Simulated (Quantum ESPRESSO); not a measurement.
Al2Ru2Au2HfSc, finding a planted mistake in a log

A calculation, not a measurement. The program is pw.x of Quantum ESPRESSO 7.5 (plane-wave density functional theory). The cell is made up: eight metal atoms on a face-centred cubic lattice, with elements, volume, strain and displacements drawn at random and not relaxed, so it may be unstable or far from any real phase. PseudoDojo standard norm-conserving files set the functional (PBE unless stated); there is no spin polarisation or spin-orbit coupling, the Fermi-Dirac width of 0.25 eV means electrons at about 2900 K, and the masses in the input are unused placeholders. Heavy elements are run without spin-orbit coupling, which real alloys of them have. A spin test at this wide smearing found no moment, but such smearing suppresses magnetism that the real alloy may have.

Intended input:

```
&control calculation='scf', pseudo_dir='./dojo.nc.sr.pbe.v0_5.standard.upf', outdir='./o', disk_io='medium', tprnfor=.true., tstress=.true. /
&system ibrav=0, nat=8, ntyp=5, nbnd=63, ecutwfc=84.00895049, nosym=.true., tot_charge=0,
 occupations='smearing', smearing='fd', degauss=0.0183746611
/
&electrons conv_thr=1.470e-08, electron_maxstep=70, mixing_beta=0.5 /
ATOMIC_SPECIES
Al 1.0 Al.upf
Au 1.0 Au.upf
Hf 1.0 Hf.upf
Ru 1.0 Ru.upf
Sc 1.0 Sc.upf
CELL_PARAMETERS angstrom
-0.0419 2.0833 2.0808
-4.1695 4.1887 -4.0999
-4.0499 -4.045 4.124
ATOMIC_POSITIONS angstrom
Al -0.123 -0.03 0.0615
Ru -3.9558 -2.0133 1.8871
Au -4.1136 0.1317 -0.0973
Hf -4.1982 2.1296 -2.0317
Al -2.0703 0.0067 2.181
Sc -2.0229 2.1165 0.0713
Au -6.3315 0.1614 2.1918
Ru -6.1299 2.0684 -0.1665
K_POINTS automatic
8 4 4 1 1 1
```

The log is shortened where brackets say so; the opening notice, blank lines, dates and the lines on written files are dropped, and the path of the files is cut. It prints rydbergs, bohrs and kilobars, and counts compression as positive stress. Its total energy is the free energy E - TS of the whole cell.

Log of the intended run:

```
     Program PWSCF v.7.5
     Parallel version (MPI & OpenMP), running on       1 processor cores
     Number of MPI processes:                 1
     Threads/MPI process:                     1
     [start-up lines left out]
     bravais-lattice index     =            0
     lattice parameter (alat)  =       5.5648  a.u.
     unit-cell volume          =     950.0121 (a.u.)^3
     number of atoms/cell      =            8
     number of atomic types    =            5
     number of electrons       =        99.00
     number of Kohn-Sham states=           63
     kinetic-energy cutoff     =      84.0090  Ry
     charge density cutoff     =     336.0358  Ry
     scf convergence threshold =      1.5E-08
     mixing beta               =       0.5000
     number of iterations used =            8  plain     mixing
     Exchange-correlation= PBE
                           (   1   4   3   4   0   0   0)
     [axes and pseudopotential details left out]
   Cartesian axes
     site n.     atom                  positions (alat units)
         1        Al     tau(   1) = (  -0.0417691  -0.0101876   0.0208845  )
         2        Ru     tau(   2) = (  -1.3433344  -0.6836885   0.6408328  )
         3        Au     tau(   3) = (  -1.3969210   0.0447235  -0.0330417  )
         4        Hf     tau(   4) = (  -1.4256500   0.7231824  -0.6899369  )
         5        Al     tau(   5) = (  -0.7030449   0.0022752   0.7406371  )
         6        Sc     tau(   6) = (  -0.6869486   0.7187338   0.0242125  )
         7        Au     tau(   7) = (  -2.1500889   0.0548092   0.7443046  )
         8        Ru     tau(   8) = (  -2.0816283   0.7023997  -0.0565411  )
     number of k points=    64  Fermi-Dirac smearing, width (Ry)=  0.0184
                       cart. coord. in units 2pi/alat
        k(    1) = (  -0.0886931   0.0426363   0.0439769), wk =   0.0312500
        k(    2) = (  -0.1789389  -0.0036324   0.0884840), wk =   0.0312500
     [further k points left out]
     Dense  grid:    98861 G-vectors     FFT dimensions: (  36,  80,  80)
     Estimated max dynamical RAM per process >     179.34 MB
     Initial potential from superposition of free atoms
     starting charge      98.9888, renormalised to      99.0000
     Starting wfcs are   68 randomized atomic wfcs
     total cpu time spent up to now is       31.8 secs
     per-process dynamical memory:    95.0 Mb
     Self-consistent Calculation
     iteration #  1     ecut=    84.01 Ry     beta= 0.50
     Davidson diagonalization with overlap
     ethr =  1.00E-02,  avg # of iterations =  3.4
     total cpu time spent up to now is      117.1 secs
     total energy              =   -1213.27195921 Ry
     estimated scf accuracy    <       4.65770957 Ry
     iteration #  2     ecut=    84.01 Ry     beta= 0.50
     Davidson diagonalization with overlap
     ethr =  4.70E-03,  avg # of iterations =  4.1
     total cpu time spent up to now is      204.2 secs
     total energy              =   -1213.93160169 Ry
     estimated scf accuracy    <      27.49281419 Ry
     [iterations 3 to 16 left out]
     iteration # 17     ecut=    84.01 Ry     beta= 0.50
     Davidson diagonalization with overlap
     ethr =  2.76E-10,  avg # of iterations =  2.1
     total cpu time spent up to now is     1363.3 secs
     total energy              =   -1216.09204135 Ry
     estimated scf accuracy    <       0.00000004 Ry
     iteration # 18     ecut=    84.01 Ry     beta= 0.50
     Davidson diagonalization with overlap
     ethr =  4.11E-11,  avg # of iterations =  3.0
     total cpu time spent up to now is     1447.4 secs
     End of self-consistent calculation
     [lines on levels left out]
!    total energy              =   -1216.09204135 Ry
     estimated scf accuracy    <       0.00000001 Ry
     smearing contrib. (-TS)   =      -0.10677592 Ry
     internal energy E=F+TS    =   -1215.98526543 Ry
     The total energy is F=E-TS. E is the sum of the following terms:
     one-electron contribution =    -556.39382284 Ry
     hartree contribution      =     320.77519991 Ry
     xc contribution           =    -221.51430412 Ry
     ewald contribution        =    -758.85233838 Ry
     convergence has been achieved in  18 iterations
     Forces acting on atoms (cartesian axes, Ry/au):
     atom    1 type  1   force =     0.06149677    0.02506059   -0.02083237
     atom    2 type  4   force =     0.01978854   -0.02559282    0.03530603
     atom    3 type  2   force =     0.00734946   -0.03240925    0.02879465
     atom    4 type  3   force =    -0.04115563   -0.00981893    0.01708312
     atom    5 type  1   force =    -0.05960268   -0.01914980   -0.00233728
     atom    6 type  5   force =     0.02947844    0.01272583   -0.02110733
     atom    7 type  2   force =     0.02321200    0.01238878   -0.02366530
     atom    8 type  4   force =    -0.04056690    0.03679560   -0.01324151
     Total force =     0.144848     Total SCF correction =     0.000701
     Computing stress (Cartesian axis) and pressure
          total   stress  (Ry/bohr**3)                   (kbar)     P=      -12.81
  -0.00032744  -0.00015134   0.00021723          -48.17      -22.26       31.96
  -0.00015134  -0.00000330   0.00016328          -22.26       -0.49       24.02
   0.00021723   0.00016328   0.00006959           31.96       24.02       10.24
     init_run     :     26.88s CPU     31.54s WALL (       1 calls)
     electrons    :   1368.90s CPU   1415.56s WALL (       1 calls)
     forces       :     19.14s CPU     19.28s WALL (       1 calls)
     stress       :     70.61s CPU     70.91s WALL (       1 calls)
     [timing details left out]
     PWSCF        :  24m46.17s CPU  25m38.99s WALL
     JOB DONE.
```

A second run was made from an input with one planted mistake. Its log:

```
     Program PWSCF v.7.5
     Parallel version (MPI & OpenMP), running on       1 processor cores
     Number of MPI processes:                 1
     Threads/MPI process:                     1
     [start-up lines left out]
     bravais-lattice index     =            0
     lattice parameter (alat)  =       5.5180  a.u.
     unit-cell volume          =     926.2751 (a.u.)^3
     number of atoms/cell      =            8
     number of atomic types    =            5
     number of electrons       =        99.00
     number of Kohn-Sham states=           63
     kinetic-energy cutoff     =      84.0090  Ry
     charge density cutoff     =     336.0358  Ry
     scf convergence threshold =      1.5E-08
     mixing beta               =       0.5000
     number of iterations used =            8  plain     mixing
     Exchange-correlation= PBE
                           (   1   4   3   4   0   0   0)
     [axes and pseudopotential details left out]
   Cartesian axes
     site n.     atom                  positions (alat units)
         1        Al     tau(   1) = (  -0.0417807  -0.0101712   0.0208903  )
         2        Ru     tau(   2) = (  -1.3433515  -0.6836963   0.6408197  )
         3        Au     tau(   3) = (  -1.3969130   0.0447259  -0.0330478  )
         4        Hf     tau(   4) = (  -1.4256458   0.7231824  -0.6899291  )
         5        Al     tau(   5) = (  -0.7030455   0.0022603   0.7406481  )
         6        Sc     tau(   6) = (  -0.6869497   0.7187304   0.0242122  )
         7        Au     tau(   7) = (  -2.1500953   0.0547943   0.7443125  )
         8        Ru     tau(   8) = (  -2.0816367   0.7023948  -0.0565409  )
     number of k points=    64  Fermi-Dirac smearing, width (Ry)=  0.0184
                       cart. coord. in units 2pi/alat
        k(    1) = (  -0.0886920   0.0426376   0.0439777), wk =   0.0312500
        k(    2) = (  -0.1789369  -0.0036295   0.0884857), wk =   0.0312500
     [further k points left out]
     Dense  grid:    96335 G-vectors     FFT dimensions: (  36,  80,  80)
     Estimated max dynamical RAM per process >     175.69 MB
     Initial potential from superposition of free atoms
     starting charge      98.9888, renormalised to      99.0000
     Starting wfcs are   68 randomized atomic wfcs
     total cpu time spent up to now is       40.6 secs
     per-process dynamical memory:    93.2 Mb
     Self-consistent Calculation
     iteration #  1     ecut=    84.01 Ry     beta= 0.50
     Davidson diagonalization with overlap
     ethr =  1.00E-02,  avg # of iterations =  3.4
     total cpu time spent up to now is      142.0 secs
     total energy              =   -1213.06980437 Ry
     estimated scf accuracy    <       4.98017996 Ry
     iteration #  2     ecut=    84.01 Ry     beta= 0.50
     Davidson diagonalization with overlap
     ethr =  5.03E-03,  avg # of iterations =  4.2
     total cpu time spent up to now is      272.7 secs
     total energy              =   -1213.85096355 Ry
     estimated scf accuracy    <      28.45940384 Ry
     [iterations 3 to 16 left out]
     iteration # 17     ecut=    84.01 Ry     beta= 0.50
     Davidson diagonalization with overlap
     ethr =  2.66E-10,  avg # of iterations =  2.2
     total cpu time spent up to now is     1870.5 secs
     total energy              =   -1216.09147827 Ry
     estimated scf accuracy    <       0.00000004 Ry
     iteration # 18     ecut=    84.01 Ry     beta= 0.50
     Davidson diagonalization with overlap
     ethr =  4.10E-11,  avg # of iterations =  3.2
     total cpu time spent up to now is     1976.3 secs
     End of self-consistent calculation
     [lines on levels left out]
!    total energy              =   -1216.09147827 Ry
     estimated scf accuracy    <       0.00000001 Ry
     smearing contrib. (-TS)   =      -0.10367658 Ry
     internal energy E=F+TS    =   -1215.98780169 Ry
     The total energy is F=E-TS. E is the sum of the following terms:
     one-electron contribution =    -546.62210260 Ry
     hartree contribution      =     317.57974400 Ry
     xc contribution           =    -221.66795305 Ry
     ewald contribution        =    -765.27749003 Ry
     convergence has been achieved in  18 iterations
     Forces acting on atoms (cartesian axes, Ry/au):
     atom    1 type  1   force =     0.06464615    0.02687636   -0.02243580
     atom    2 type  4   force =     0.01821158   -0.02716307    0.03778718
     atom    3 type  2   force =     0.00854090   -0.03712401    0.03325397
     atom    4 type  3   force =    -0.04133279   -0.00914780    0.01644480
     atom    5 type  1   force =    -0.06152736   -0.01771931   -0.00528773
     atom    6 type  5   force =     0.03166288    0.01282362   -0.02192936
     atom    7 type  2   force =     0.02747566    0.01506520   -0.02773564
     atom    8 type  4   force =    -0.04767702    0.03638902   -0.01009741
     Total force =     0.154102     Total SCF correction =     0.000653
     Computing stress (Cartesian axis) and pressure
          total   stress  (Ry/bohr**3)                   (kbar)     P=       20.01
  -0.00011068  -0.00014570   0.00021999          -16.28      -21.43       32.36
  -0.00014570   0.00022016   0.00015963          -21.43       32.39       23.48
   0.00021999   0.00015963   0.00029853           32.36       23.48       43.92
     init_run     :     36.65s CPU     40.25s WALL (       1 calls)
     electrons    :   1875.54s CPU   1935.74s WALL (       1 calls)
     forces       :     26.98s CPU     27.37s WALL (       1 calls)
     stress       :     82.12s CPU     82.63s WALL (       1 calls)
     [timing details left out]
     PWSCF        :  33m42.31s CPU  34m49.60s WALL
     JOB DONE.
```

Question: the log repeats what the program read. Compare it with the intended run: what was wrong in the second input?

Answer: the cell and the positions are scaled by a wrong factor. The input lines that differ:

```
- -0.0419 2.0833 2.0808
- -4.1695 4.1887 -4.0999
- -4.0499 -4.045 4.124
+ -0.0415 2.0658 2.0633
+ -4.1345 4.1535 -4.0655
+ -4.0159 -4.011 4.0894
- Al -0.123 -0.03 0.0615
- Ru -3.9558 -2.0133 1.8871
- Au -4.1136 0.1317 -0.0973
- Hf -4.1982 2.1296 -2.0317
- Al -2.0703 0.0067 2.181
- Sc -2.0229 2.1165 0.0713
- Au -6.3315 0.1614 2.1918
- Ru -6.1299 2.0684 -0.1665
+ Al -0.122 -0.0297 0.061
+ Ru -3.9226 -1.9964 1.8712
+ Au -4.079 0.1306 -0.0965
+ Hf -4.1629 2.1117 -2.0146
+ Al -2.0529 0.0066 2.1627
+ Sc -2.0059 2.0987 0.0707
+ Au -6.2783 0.16 2.1734
+ Ru -6.0784 2.051 -0.1651
```

|  | intended run | run with the mistake |
| --- | --- | --- |
| free energy (eV) | -16545.775 | -16545.767 |
| entropy term -TS, part of it (eV) | -1.453 | -1.411 |
| pressure (GPa) | -1.28 | 2.00 |
| size of the largest force component (eV/Å) | 1.581 | 1.662 |
| largest change of a force component (eV/Å) |  | 0.183 |
| iterations | 18 | 18 |

For scale, a rerun of the intended cell at a higher cutoff and on a denser mesh moved values by no more than 0.002 eV in energy, 0.04 GPa in stress and 0.014 eV/Å in force, and a second program with other atomic files agreed on that cell to 2 % rms in force and 0.5 GPa in pressure.